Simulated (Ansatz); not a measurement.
Data sheet: AlN (DFT)

AlN:
```cif
data_Al4N4
_chemical_formula_sum 'Al4 N4'
_space_group_name_H-M_alt 'P 1'
_space_group_IT_number 1
_cell_length_a 3.09475
_cell_length_b 3.09475
_cell_length_c 10.02027
_cell_angle_alpha 90.000
_cell_angle_beta 90.000
_cell_angle_gamma 120.000
loop_
_space_group_symop_operation_xyz
  'x, y, z'
loop_
_atom_site_label
_atom_site_type_symbol
_atom_site_fract_x
_atom_site_fract_y
_atom_site_fract_z
_atom_site_occupancy
Al1 Al 0.00000 0.00000 0.00148 1
Al2 Al 0.00000 0.00000 0.50148 1
Al3 Al 0.66667 0.33333 0.75034 1
Al4 Al 0.33333 0.66667 0.25034 1
N1 N 0.00000 0.00000 0.81190 1
N2 N 0.00000 0.00000 0.31190 1
N3 N 0.66667 0.33333 0.56190 1
N4 N 0.33333 0.66667 0.06190 1
```

Space group P6_3mc (No. 186); conventional cell a = b = 3.0947 Å, c = 10.0203 Å, α = β = 90.00°, γ = 120.00°.

Method: DFT-HSE06 in the program Ansatz with PAW potentials. Structure relaxed to zero pressure with the same functional. Other levels are named where they apply.

### Cell and energy

```yaml
volume_per_atom: 10.39 Å³
density: 3.28 g/cm³
```

### Electronic structure

```yaml
band_gap: 5.31 eV (indirect)
valence_band_maximum: at Γ
conduction_band_minimum: at M (3 equivalent valleys)
smallest_direct_gap_on_the_standard_path: 5.59 eV
```

### Mechanics

```yaml
Bulk modulus (Birch–Murnaghan fit): 212 GPa
Pressure derivative B′: 3.8
```

### Charges

```yaml
bader_charges: Al +2.47, N -2.47 e
```

The cell is a constructed one: a structure type filled with these elements. Its sites differ from those of the usual phase in this space group: another stacking or structure type. Symmetry was held in the HSE06 relaxation; whether a distortion lowers the energy is not shown. The hybrid was solved on a coarse mesh, the path and, where they were found, the r²SCAN edge points; its band edges are the extreme levels among these.

Potentials: the later of the program's two PAW sets.
